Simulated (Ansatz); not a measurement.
YSnGe in space group Cmcm (No. 63; Y on 4c, Sn on 4c, Ge on 4c), PBE in the plane-wave PAW code Ansatz, all energies at zero smearing, with the estimated change up to a 700 eV cutoff added, with one set of potentials and settings (totals compare only within such a set). Cell of 6 atoms (2 Y, 2 Sn, 2 Ge): -28339.818 eV.

| element | reference phase | E (eV/atom) |
|---|---|---|
| Y | P6_3/mmc, 2 atoms in the cell | -3848.6897 |
| Sn | Fd-3m, 2 atoms in the cell | -6024.2887 |
| Ge | Fd-3m, 2 atoms in the cell | -4294.9907 |

Formation energy per atom, worked out: (-28339.818 − 2×(-3848.6897) − 2×(-6024.2887) − 2×(-4294.9907))/6 = -0.647 eV/atom (-62 kJ per mol of atoms), at 0 K, without zero-point energy or fitted corrections.

The workflow started from a Materials Project entry (that database holds measured and hypothetical structures alike); the Crystallography Open Database copy checked does not list it. Whether it is the stable phase at ambient conditions was not checked. The cell was relaxed with PBE under the symmetry of its start; its stability against distortions is not shown here. No spin polarisation was allowed. The references are the lowest solids computed at this level, not always the standard phases. Spin–orbit coupling is left out wherever it is not named.

Potentials: the earlier of the program's two PAW sets.
